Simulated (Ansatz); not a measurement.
# Which element?

Cell vectors (Å):

```
 2.0460  1.1812  7.8450
-2.0460  1.1812  7.8450
 0.0000 -2.3625  7.8450
```

```
atom       a       b       c
   X  0.0000  0.0000  0.0000
  Lu  0.5000  0.5000  0.5000
  Se  0.2314  0.2314  0.2314
  Se  0.7686  0.7686  0.7686
```

All numbers below come from PBEsol, all-electron LAPW in Ansatz 0.2.0, scalar-relativistic. k mesh 6×6×6, strains of ±0.005, fixed occupations.

Elastic constants of a crystal by Kohn-Sham DFT: slopes of the stress over finite engineering strains of the given cell, Voigt indices, Cartesian axes as in the cell vectors.

```
index  elastic (GPa)
   11           78.5
   12           20.6
   13           23.6
   14           10.3
   33           75.3
   44           26.6
```

Q: All X atoms are one element. Which one was computed?

A: Rb; the crystal is RbLuSe2 (R-3m).
